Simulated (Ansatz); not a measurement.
Theory: DFT PBE+D3(BJ), scalar-relativistic, plane waves, PAW (Ansatz 0.2.0). Cutoff 420 eV, Γ-centred 12×12×6 mesh (5-atom cell), Gaussian smearing of 0.10 eV, no spin polarisation.

The zero of energy is the elements' standard structures at the same level; no fitted shifts are applied. The references include crystalline Br.

Q: Give a relaxed trial structure of a trigonal metal made of Bi and Br, with a formation energy near −0.21 eV/atom and about 32 Å³ per atom, in a cell of 5 atoms.

A: Bi₂Br₃, space group P-3m1 (No. 164). Around Bi lie 6 Br at 3.08–3.15 Å, 3 Bi at 3.73 Å and 2 Br at 3.80 Å; around Br on a site of symmetry -3m lie 6 Bi at 3.08 Å and 6 Br at 3.84 Å; Br on a site of symmetry 3m is surrounded by 3 Bi at 3.15 Å, 6 Br at 3.73–3.84 Å and 2 Bi at 3.80 Å.

```xyz
5
Lattice="4.9133 0.0000 0.0000 -2.4566 4.2550 0.0000 0.0000 0.0000 7.6020" Properties=species:S:1:pos:R:3 pbc="T T T"
Bi    2.4566    1.4183    1.2119
Bi    0.0000    2.8367    6.3902
Br    0.0000    0.0000    0.0000
Br    0.0000    2.8367    2.5871
Br    2.4566    1.4183    5.0149
```

| Quantity | Value |
| --- | --- |
| Volume per atom | 31.8 Å³ |
| Density | 6.9 g/cm³ |
| Formation energy | −0.21 eV/atom |
| Gap on the 12×12×6 mesh of the 5-atom cell | 0 eV (a metal) |

The structure comes from a generated guess, relaxed at this level; another structure or a mixture of phases may lie lower. Other answers may fit too; this one was computed.

Spin–orbit coupling, which can matter for Bi, is left out. An odd number of electrons in the primitive cell allows no gap without spin; a larger cell or a magnetic state could open one. A structure relaxed within its symmetry needn't be a true minimum.
